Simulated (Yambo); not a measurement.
Quantum ESPRESSO input (PBEsol, PseudoDojo standard norm-conserving files, scalar-relativistic) whose wavefunctions are converted with p2y:

```
&CONTROL
  calculation = 'nscf'
  pseudo_dir = './pseudo'
  outdir = './out'
/
&SYSTEM
  ibrav = 0
  nat = 2
  ntyp = 2
  ecutwfc = 58.0
  ecutrho = 232.0
  occupations = 'fixed'
  force_symmorphic = .true.
  nbnd = 160
/
&ELECTRONS
  conv_thr = 2e-09
  diago_full_acc = .true.
  diago_thr_init = 1e-08
/
ATOMIC_SPECIES
Cl 35.4500 Cl.upf
Rb 85.4678 Rb.upf
CELL_PARAMETERS angstrom
  0.000000000000   3.247539593304   3.247539593304
  3.247539593304   0.000000000000   3.247539593304
  3.247539593304   3.247539593304   0.000000000000
ATOMIC_POSITIONS crystal
Cl   0.499999858579   0.499999858579   0.499999858579
Rb   0.999999858579   0.999999858579   0.999999858579
K_POINTS automatic
4 4 4 0 0 0
```

Yambo's initialisation report on symmetry, reciprocal space, the k grid and the gaps on this mesh:

```
  [02.02] Symmetries
  ==================

  Inversion symmetry    : yes
  Spatial inversion     : yes
  Inversion index       :  25
  K-space Time-reversal : no
  Magnetic symmetries   : no
  Group table correct   : yes
  Symmetries units      :  [cc]

  [02.03] Reciprocal space
  ========================

  nG shells         :  298
  nG charge         :  27581
  nG WFs            :   4217
  nC WFs            :   3479
  G-vecs. in first 29 shells:  [ Number ]
     1    9   15   27   51   59   65   89  113
    137   169   181   229   259   283   307   331   339
    387   411   459   531   537   561   609   645   701
    725   749
  ...
  Shell energy in first 29 shells:  [ mHa ]
    0.00000      393.083      524.111      1048.22      1441.30      1572.33      2096.44      2489.53      2620.55
    3144.66      3537.75      4192.89      4585.97      4717.00      5241.11      5634.19      5765.22      6289.33
    6682.41      6813.44      7337.55      7730.63      8385.77      8778.86      8909.88      9433.99      9827.08
    9958.10      10482.2
  ...

  [02.04] K-grid lattice
  ======================

  Compatible Grid is   : 3D
  Base K vectors       :  K_min[ 1 ]  K_min[ 2 ]  K_min[ 3 ]
  K_min[ 1 ] : -0.250000 -0.250000 -0.250000 [rlu]
  K_min[ 2 ] :  0.000000  0.000000  0.250000 [rlu]
  K_min[ 3 ] : -0.250000  0.000000  0.000000 [rlu]
  Grid dimensions      :   4   4   4
  K lattice UC volume  :  0.008384 [a.u.]

  IBZ K-points                                      :   8
  BZ  K-points                                      :   64

  K/Q-points units:
  rlu = crystal or reduced units; cc = cartesian coordinates; iku = interal k-units

  K [1]          [rlu]:  0.000000  0.000000  0.000000
         WF components:   3479
  K [2]          [rlu]:  0.000000  0.000000  0.250000
         WF components:   3455
  K [3]          [rlu]:  0.000000  0.000000 -0.500000
         WF components:   3444
  K [4]          [rlu]:  0.000000  0.250000  0.250000
         WF components:   3479
  K [5]          [rlu]:  0.000000  0.250000 -0.500000
         WF components:   3447
  K [6]          [rlu]:  0.000000  0.250000 -0.250000
         WF components:   3445
  K [7]          [rlu]:  0.000000 -0.500000 -0.500000
         WF components:   3442
  K [8]          [rlu]:  0.250000 -0.500000 -0.250000
         WF components:   3448

  [02.05] Energies & Occupations
  ==============================

  [X] === General ===
  [X] Electronic Temperature                        :  0.000000  0.000000 [eV K]
  [X] Bosonic    Temperature                        :  0.000000  0.000000 [eV K]
  [X] Finite Temperature mode                       : no
  [X] El. density                                   :  0.23358E+24 [cm-3]
  [X] Fermi Level                                   :  1.244152 [eV]

  [X] === Gaps and Widths ===
  [X] Conduction Band Min                           :  4.962810 [eV]
  [X] Valence Band Max                              :  0.000000 [eV]
  [X] Filled Bands                                  :   8
  [X] Empty Bands                                   :    9  160
  [X] Direct Gap                                    :  4.962810 [eV]
  [X] Direct Gap localized at k                     :  1
  [X] Indirect Gap                                  :  4.962810 [eV]
  [X] Indirect Gap between kpts                     :  1  1
  [X] Last valence band width                       :  0.383305 [eV]
  [X] 1st conduction band width                     :  2.752309 [eV]
```
The gaps are PBEsol values on this mesh alone; only operations without fractional translations are kept.

Geometry strained from the cell relaxed with PBEsol, atoms relaxed again.
